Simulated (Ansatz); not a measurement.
**BH3 — ¹¹B NMR of the central transition**

Cell: a computed structure from the Materials Project (it need not be an observed phase), atoms as given.

Space group P2_1/c (No. 14); a = 4.2906, b = 6.1891, c = 6.1933 Å, β = 116.54°.

```csv
site,Wyckoff,site symmetry,x,y,z
B,4e,1,0.8575,0.4562,0.3554
H5,4e,1,0.6132,0.3488,0.3287
H9,4e,1,0.9122,0.5048,0.1896
H13,4e,1,0.1411,0.3686,0.5241
```

One atom of each set is listed.

Method: Kohn–Sham DFT in Ansatz, PBE, plane waves and PAW (field gradients read without the response of the frozen cores, which leaves them typically 4 to 6 % off), scalar-relativistic, 420 eV cutoff, Γ-centred 7×5×5 k-points, Fermi–Dirac smearing 0.02 eV.

¹¹B has I = 3/2 and Q = 40.59 mb (Pyykkö 2018); at 21.1 T its Larmor frequency is ν₀ = 288.3 MHz. Only the quadrupole interaction is simulated: positions count from each site's isotropic chemical shift, and J coupling is left out, as are shift anisotropy and dipolar coupling, which fast spinning averages.

Simulated pattern of one B site (fast magic-angle spinning, Gaussian broadening 0.1 kHz):

```json
{"offset (kHz)": "-2.162", "height": "0"}
{"offset (kHz)": "-2.063", "height": "4"}
{"offset (kHz)": "-1.964", "height": "12"}
{"offset (kHz)": "-1.866", "height": "19"}
{"offset (kHz)": "-1.767", "height": "21"}
{"offset (kHz)": "-1.668", "height": "22"}
{"offset (kHz)": "-1.569", "height": "24"}
{"offset (kHz)": "-1.471", "height": "26"}
{"offset (kHz)": "-1.372", "height": "28"}
{"offset (kHz)": "-1.273", "height": "32"}
{"offset (kHz)": "-1.175", "height": "51"}
{"offset (kHz)": "-1.076", "height": "96"}
{"offset (kHz)": "-0.977", "height": "100"}
{"offset (kHz)": "-0.878", "height": "90"}
{"offset (kHz)": "-0.780", "height": "66"}
{"offset (kHz)": "-0.681", "height": "53"}
{"offset (kHz)": "-0.582", "height": "46"}
{"offset (kHz)": "-0.484", "height": "41"}
{"offset (kHz)": "-0.385", "height": "38"}
{"offset (kHz)": "-0.286", "height": "35"}
{"offset (kHz)": "-0.187", "height": "32"}
{"offset (kHz)": "-0.089", "height": "29"}
{"offset (kHz)": "0.010", "height": "11"}
{"offset (kHz)": "0.109", "height": "0"}
```

Problem. Which |C_Q| and η does the pattern imply?

Solution. The pattern spans 2.06 kHz before broadening and its centre of gravity is at -0.915 kHz, which fixes P_Q; the places of the horns and steps fix η. That gives P_Q = 3.25 MHz, |C_Q| = 2.91 MHz and η = 0.86. The sign of C_Q can't be read from the pattern.
